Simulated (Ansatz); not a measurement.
# E(M) for GdSi2 (P6/mmm)

Geometry: a structure from the Materials Project; nothing is relaxed.

Functional, mesh and filling: LDA, 8×8×7 k mesh, Fermi–Dirac smearing of 0.05 eV. PAW means Ansatz 0.2.0 on its default frozen-core files; LAPW is all-electron LAPW in Ansatz 0.2.0. Site moments are integrated in spheres about the atoms, whose radii differ between the methods.

The reference run was typed so:

```yaml
crystal:
  lattice:
    - [4.0593057695, 0.0, 0.0]
    - [-2.0296528848, 3.5154619181, 0.0]
    - [0.0, 0.0, 4.07149625]
  atoms:
    - { symbol: Gd, position: [0.0, 0.0, 0.0], spin: 7.0 }
    - { symbol: Si, position: [0.6666666667, 0.3333333333, 0.5] }
    - { symbol: Si, position: [0.3333333333, 0.6666666667, 0.5] }
magnetization:
  spin_polarized: true
kpoints:
  mp_grid: { grid: [8, 8, 7] }
scf:
  occupations: { method: fermi_dirac, width: 0.05 }
hamiltonian:
  xc: lda
  pseudopotentials: { kind: paw }
output:
  forces: true
  stress: true
  eigenvalues: true
  populations: true
  dos: { projected: true, de: 0.1, e_range: [-8, 5] }
  write_density: true
  write_potential: true
  elf: true
  volumetric_format: npy
```

Command: `ansatz run input.yaml --threads 2 --pin off --max-ram 6144MiB --backend cpu --events-out ev --progress --plain --runs-dir out`

The input for «total moment held at 5.98 μB» by PAW differs from it in these lines, output keys apart:

```diff
-    - { symbol: Gd, position: [0.0, 0.0, 0.0], spin: 7.0 }
+    - { symbol: Gd, position: [0.0, 0.0, 0.0], spin: 5.98 }
+  initial_magnetization: 5.98
+  spin_locking: { lock_magnetization: hard }
```

The input for «total moment held at 8.64 μB» by LAPW differs from it in these lines, output keys apart:

```diff
-    - { symbol: Gd, position: [0.0, 0.0, 0.0], spin: 7.0 }
+    - { symbol: Gd, position: [0.0, 0.0, 0.0], spin: 8.64 }
+  initial_magnetization: 8.64
+  spin_locking: { lock_magnetization: hard }
-  pseudopotentials: { kind: paw }
+  pseudopotentials: { kind: all_electron, lapw: { basis_error: 0.001 } }
```

Each run fixes M = N↑ − N↓ with two Fermi levels; the holding field B = (E_F↑ − E_F↓)/2μB is the slope of the free energy against M over μB. Energies count from each method's free run. The held moment starts on the atoms that carry the free run's moments.

**Question.** Does the cell keep a net moment when the moments are free, and how does its energy change with a held moment?

**Answer.** The free run ends with M = 6.64 μB per cell. 
| M (μB/cell) | ΔF PAW (meV/cell) | ΔF LAPW (meV/cell) | B, PAW (T) | largest site moment, PAW (μB) | pressure, PAW (GPa) |
| --- | --- | --- | --- | --- | --- |
| 5.32 | +563.9 | – | -15946 | 6.43 | -3.6 |
| 5.98 | +102.5 | – | -7761 | 6.64 | -5.2 |
| 7.64 | +149.0 | – | +6293 | 7.06 | -3.8 |
| 8.64 | +847.2 | +849.4 | +17222 | 7.34 | -1.8 |

Against an unpolarised PAW run, spin polarisation gains 2213.2 meV per atom; the pressure goes from -8.2 to -4.8 GPa.

**Question.** Check μB·B = dF/dM between M = 5.32 and 5.98 μB with the PAW numbers.

**Answer.** ΔF/ΔM = -461.5 meV / 0.66 = -699.2 meV per μB, which is -12079 T with μB = 0.05788 meV/T. The mean of the two holding fields is -11853 T. The slope equals the mean of B over the step, so the two agree where B(M) is nearly straight between its ends, and here they lie within a tenth of each other.

Separate runs put a uniform field on the spins (g = 2):

```tsv
field (T)	M PAW (μB/cell)	M LAPW (μB/cell)
200	6.695	6.690
1000	6.899	–
3000	7.242	7.239
```

The PAW files were made with PBE; the program remakes their cores once for the run's functional and then keeps them frozen. Without U a semilocal functional puts the f levels too near the Fermi level, which can change moments and the order of magnetic states; site and cell moments are spin moments. Spin–orbit coupling is left out although heavy atoms are present. With open f shells a run can end in a state that isn't the lowest. These are results for the start and cell typed. The real compound can order otherwise, in a larger cell, or not at all, since semilocal functionals without spin fluctuations often overstate magnetism; near a collapse of the moment, mesh and smearing move it by tens of per cent. Left out because they would open the f shell, whose fillings are many: PAW, total moment held at 0 μB; PAW, total moment held at 1.33 μB; LAPW, total moment held at 1.33 μB; PAW, total moment held at 2.66 μB; and 2 more.
